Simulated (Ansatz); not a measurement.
Consider the following.

GaP:
```
GaP
1.0
    3.79883     0.00000     0.00000
   -1.89941     3.28988     0.00000
    0.00000     0.00000     6.26574
Ga P
2 2
Direct
  0.66667   0.33333   0.50013
  0.33333   0.66667   0.00013
  0.66667   0.33333   0.87387
  0.33333   0.66667   0.37387
```

This is the LDA-relaxed structure. x, y and z are the axes in which the lattice vectors are written.

Question: All from plane-wave PAW LDA (Ansatz code), unless another level is named. Estimate the band gap.

Answer: 1.29 eV (direct).

Question: Next, the hole effective mass, band 2 of 2 at the edge?

Answer: 0.11 along x, 0.87 along z (mₑ).

Question: Predict the electron effective mass.

Answer: 0.12, 0.12, 1.2 mₑ (principal values).

Question: Give the formation energy from the elements (no fitted shifts).

Answer: -0.41 eV/atom.

Question: What about the valence-band maximum?

Answer: at Γ.

Space group P6_3mc (wurtzite). The workflow started from a Materials Project entry (that database holds measured and hypothetical structures alike); the Crystallography Open Database copy checked does not list it. It is not the phase usual at ambient conditions (space group No. 216). Symmetry was held in the LDA relaxation; its stability against distortions is not shown here. The references are the lowest solids computed at this level, not always the standard phases. Spin–orbit coupling is left out wherever it is not named.

Potentials: the later of the program's two PAW sets.
